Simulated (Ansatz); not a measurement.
SiSnPd5 in space group P4/mmm (No. 123; Si on 1b, Sn on 1c, Pd on 1a, Pd on 4i), plane-wave PAW PBE (Ansatz code), all energies at zero smearing, with the estimated change up to a 700 eV cutoff added, with one set of potentials and settings (totals compare only within such a set). Cell of 7 atoms (1 Si, 1 Sn, 5 Pd): -41528.899 eV.

| element | reference phase | E (eV/atom) |
|---|---|---|
| Si | Fd-3m, 2 atoms in the cell | -635.8114 |
| Sn | Fd-3m, 2 atoms in the cell | -6024.2887 |
| Pd | Fm-3m, 1 atoms in the cell | -6972.9107 |

Formation energy per atom, worked out: (-41528.899 − 1×(-635.8114) − 1×(-6024.2887) − 5×(-6972.9107))/7 = -0.607 eV/atom (-59 kJ per mol of atoms), at 0 K, without zero-point energy or fitted corrections.

The workflow started from a Materials Project entry (that database holds measured and hypothetical structures alike); the Crystallography Open Database copy checked does not list it. Whether it is the stable phase at ambient conditions was not checked. Symmetry was held in the PBE relaxation; its stability against distortions is not shown here. The run is not spin-polarised. The references are the lowest solids computed at this level, not always the standard phases. Spin–orbit coupling is left out wherever it is not named.

Potentials: the earlier of the program's two PAW sets.
